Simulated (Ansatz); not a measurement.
**Zone-centre phonons of TiSi: input and output**

All numbers below come from DFT LDA, scalar-relativistic, plane waves, PAW (Ansatz 0.2.0).

Launched with:
```bash
ansatz run input.yaml --threads 4 --pin off --max-ram 12288MiB --backend cpu --events-out ev --progress --plain --runs-dir out
```

Input (bare energies are in eV):
```yaml
crystal:
  lattice:
    - [0.0, 2.8288, 2.8288]
    - [2.8288, 0.0, 2.8288]
    - [2.8288, 2.8288, 0.0]
  atoms:
    - { symbol: Ti, position: [0.0, 0.0, 0.0] }
    - { symbol: Si, position: [0.25, 0.25, 0.25] }
basis:
  ecutwfc: 420
kpoints:
  mp_grid: { grid: [10, 10, 10] }
hamiltonian:
  xc: lda
scf:
  occupations: { method: fermi_dirac, width: 0.15 }
output:
  eigenvalues: true
phonons:
  method: dfpt
  eigenvectors: true
```

Results section of the output:
```
--- Phonons (Γ-DFPT): 2 representative perturbations + reference, on 102 of 1000 k-points (Σ response iterations 6) ---
  k mesh reduced under 8 symmetry operations, with k and −k counted as one. Each operation leaves every solved displacement unchanged or reverses it
  ASR residual: 3.145e-3 → 0.000e0 eV/Å²; symmetrization residual: 4.698e-6 eV/Å²
  ASR residual per site (eV/Å²): 3.14e-3 5.04e-5
  Γ frequencies (cm⁻¹): 0.00 0.00 0.00 340.42 340.42 340.42
  non-analytic LO–TO correction: not included (Born effective charges unavailable; polar crystals: no LO–TO splitting at Γ)
```

The run took 16 s on 4 threads of Intel(R) Xeon(R) Processor @ 2.50GHz (Skylake/Cascade Lake), with other jobs on the host, peak memory 0.53 GiB.

The cell is the ideal cubic zincblende prototype; whether it is the stable structure of this composition wasn't checked. Without a gap, frequencies and elastic constants depend on the k mesh and the smearing, soft modes and shear constants most.

The bands only touch here, so at this level the crystal is a zero-gap semiconductor or semimetal, not an ordinary metal.